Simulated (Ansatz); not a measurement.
According to plane-wave PAW r²SCAN+D4 (Ansatz code), GaSnO3 in the tetragonal phase (P4mm; Ga on 1b, Sn on 1a, O on 2c, O on 1b) relaxes to a = 3.580 Å, c = 4.739 Å. Its formation energy from the elements is -1.56 eV/atom, with no fitted shifts.

Electronic character: metallic (no gap).

Bader charges are Ga +1.97, Sn +1.89, O -1.32 to -1.22 e.

The start of the workflow was typed in or built on a structure type; neither database checked (COD, Materials Project) lists it. Whether it is the stable phase at ambient conditions was not checked. The cell was relaxed with r²SCAN+D4 under the symmetry of its start; its stability against distortions is not shown here. With an odd number of electrons in the cell and no spin polarisation, the count alone makes it a metal. The references are the lowest solids computed at this level, not always the standard phases (solids in place of the gases). Spin–orbit coupling is left out wherever it is not named.

Potentials: the earlier of the program's two PAW sets. The files were generated under PBE; for other functionals the program regenerates the frozen cores, and for LDA and PBEsol the local potential too.
